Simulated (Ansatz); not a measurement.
GaAs (zinc blende)

```
GaAs
1.0
    0.00000     5.74607     5.74607
    2.87304     2.87304     5.74607
    2.87304     2.87304     0.00000
As Ga
2 2
Direct
  0.00000   0.75000   0.75000
  0.50000   0.75000   0.75000
  0.00000   0.00000   0.00000
  0.50000   0.00000   0.00000
```

A phonon eigenvector at X = (0.5, 0.5, 0.0) is frozen into this cell: atom i moves by Q times the vector below, so Q is the largest atomic displacement, in Å. The cell is held. (q is in reciprocal vectors of the primitive cell; the cell shown is doubled to hold the pattern.)

```json
[
 {"atom": "As1", "x": "0.000", "y": "0.000", "z": "-1.000"},
 {"atom": "As2", "x": "0.000", "y": "0.000", "z": "1.000"}
]
```

Atoms not listed stay in place.

Level of theory: PBE (plane waves to 420 eV, PAW, scalar-relativistic; Ansatz, an electronic-structure program). k mesh 10×10×10 (Γ-centred), Fermi-Dirac smearing 0.05 eV. GaAs was relaxed with its symmetry unable to fall. The PAW data are Ansatz's earlier set. 

| Q (Å) | −dE/dQ from forces (eV/Å) |
|---|---|
| -0.180 | 4.182 |
| -0.150 | 3.506 |
| -0.120 | 2.818 |
| -0.090 | 2.121 |
| -0.060 | 1.418 |
| -0.030 | 0.710 |
| 0.000 | 0.000 |
| 0.030 | -0.710 |
| 0.060 | -1.418 |
| 0.090 | -2.121 |
| 0.120 | -2.818 |
| 0.150 | -3.506 |
| 0.180 | -4.182 |

### Question
What harmonic wavenumber does the curvature at Q = 0 give?

### Answer
207 cm⁻¹. E″ = 23.68 eV/Å², M = Σ mᵢ|uᵢ|² = 149.8 u, ν̃ = 521.5·√(|E″|/M).

(For displaced atoms, the force is minus the slope of the energy, and its curvature is a force constant, which sets phonon frequencies.)
